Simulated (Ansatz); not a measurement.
GaP:
```yaml
crystal:
  lattice:
    - [0.00000, 2.69559, 2.69559]
    - [2.69559, 0.00000, 2.69559]
    - [2.69559, 2.69559, 0.00000]
  atoms:
    - { symbol: P, position: [0.75000, 0.75000, 0.75000] }
    - { symbol: Ga, position: [0.00000, 0.00000, 0.00000] }
```

Tensor components refer to the Cartesian frame of this cell.

### Question
Give the proper piezoelectric stress tensor with relaxed ions from LDA (plane waves, PAW; program Ansatz).

### Answer
In C/m², rows x, y, z, Voigt columns; mesh uncertainty up to 0.00.
```
0.00  0.00  0.00  0.11  0.00  0.00
0.00  0.00  0.00  0.00  0.11  0.00
0.00  0.00  0.00  0.00  0.00  0.11
```

The elastic tensor of the same run (GPa):

|  | 1 | 2 | 3 | 4 | 5 | 6 |
|---|---|---|---|---|---|---|
| 1 | 142 | 64.0 | 64.0 | 0.0 | 0.0 | 0.0 |
| 2 | 64.0 | 142 | 64.0 | 0.0 | 0.0 | 0.0 |
| 3 | 64.0 | 64.0 | 142 | 0.0 | 0.0 | 0.0 |
| 4 | 0.0 | 0.0 | 0.0 | 71.0 | 0.0 | 0.0 |
| 5 | 0.0 | 0.0 | 0.0 | 0.0 | 71.0 | 0.0 |
| 6 | 0.0 | 0.0 | 0.0 | 0.0 | 0.0 | 71.0 |

### Question
Convert to strain constants d = e·S.

### Answer
In pC/N:
```
0.0  0.0  0.0  1.5  0.0  0.0
0.0  0.0  0.0  0.0  1.5  0.0
0.0  0.0  0.0  0.0  0.0  1.5
```

Space group F-43m (zinc blende). The cell was relaxed with LDA under the symmetry of its start; phonons on a q-mesh show no instability. Scalar-relativistic: spin–orbit coupling is off unless named, which matters more the heavier the elements.

Potentials: the later of the program's two PAW sets.
